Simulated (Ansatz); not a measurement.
LuPd, DFT, PBEsol, all-electron LAPW, scalar-relativistic (Ansatz 0.2.0), run on 1 thread of Intel(R) Xeon(R) Platinum 8488C (Sapphire Rapids) on a shared host.

The cell is COD entry 1538201, as deposited and not checked against the literature; nothing was relaxed. The listed cell was then made from it by scaling, straining or moving an atom.

Command: `ansatz run input.yaml --threads 1 --pin off --max-ram 3072MiB --backend cpu --events-out ev --progress --plain --runs-dir out`

```yaml
crystal:
  lattice:
    - [3.415, 0.017075, 0.017075]
    - [0.017075, 3.415, 0.017075]
    - [0.017075, 0.017075, 3.415]
  atoms:
    - { symbol: Lu, position: [0.0, 0.0, 0.0] }
    - { symbol: Pd, position: [0.5, 0.5, 0.5] }
kpoints:
  mp_grid: { grid: [10, 10, 10] }
  band_path:
    path:
      - [0.0, 0.0, 0.0]
      - [0.5, 0.5, 0.5]
      - [0.5098274679, 0.4901725321, 0.5]
      - [0.5, -0.4901725321, 0.4901725321]
      - [0.5, 0.0, 0.0]
      - [0.0, 0.0, 0.0]
      - [0.4950862661, -0.4950862661, 0.0]
      - [0.5049137339, 0.0, 0.4950862661]
      - [0.5, 0.0, 0.5]
    npoints: 5
scf:
  occupations: { method: fermi_dirac, width: 0.05 }
hamiltonian:
  xc: pbesol
  pseudopotentials: { kind: all_electron, lapw: { basis_error: 0.0005 } }
output:
  forces: true
  stress: true
  eigenvalues: true
```

(1) How large is the problem that the program sets up?

(2) Estimate the wall time and the peak memory.

Answers

(1) 116 irreducible k-points, 377 plane waves at Γ, 42 bands.

(2) 49 s of wall time for 13 SCF iterations, with a peak of 0.7 GiB. Times on shared machines scatter by tens of per cent.
